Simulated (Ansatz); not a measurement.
LiPb: moving Pb off its site

LiPb, Pm-3m, a = 3.522 Å (as given, not relaxed at this level: 0.6 GPa). The structure is a COD entry; whether it is the stable form wasn't checked. Ansatz: r2SCAN, PAW, 500 eV, Γ-centred 14×14×14 mesh on 2 atoms, Gaussian smearing 0.15 eV; no spin polarisation.

```
Li Pb
1.0
     3.52200    0.00000    0.00000
     0.00000    3.52200    0.00000
     0.00000    0.00000    3.52200
Li Pb
1 1
Direct
  0.50000 0.50000 0.50000
  0.00000 0.00000 0.00000
```

Atom 2 (Pb) moves by x along the unit vector (1.000, 0.000, 0.000), with its periodic images; all else is held. y is the free energy of the cell over the start, F the force along the path summed over the moved atoms. Symmetry makes y even in x.

| x (Å) | y (meV) | F (eV/Å) |
| --- | --- | --- |
| -0.5000 | ? | ? |
| -0.2500 | 48.0 | 0.38 |
| 0.0000 | 0.0 | 0.00 |
| 0.0625 | 3.0 | -0.10 |
| 0.1250 | 12.1 | -0.19 |
| 0.1875 | 27.2 | -0.29 |
| 0.3125 | 74.3 | -0.46 |
| 0.3750 | 105.9 | -0.55 |
| 0.4375 | 142.5 | -0.62 |

Question: Fit y = c2 x² + c4 x⁴ to the energies of the other rows, give the force constant, and predict energy and force of the missing row.

Answer: Least squares on the rows shown. y = 778.46 x² − 178.18 x⁴. The force constant is 2 c2 = 1.56 eV/Å² (for all images moving together, not for a lone atom). With two atoms in a cubic cell this is the optical mode at Γ (in a metal it hangs on mesh and smearing): ω = 521.5 √(2 c2/μ) = 251 cm⁻¹ for μ = 6.72 u. The force −dy/dx at the missing row is 0.69 eV/Å (computed 0.69). At x = -0.5000 the fit asked for gives 183.5 meV. The run gave 183.7 meV, so the fit is 0.2 meV too low, a small miss on the scale of the series.

Spin–orbit coupling is left out, which can shift energies with elements as heavy as these.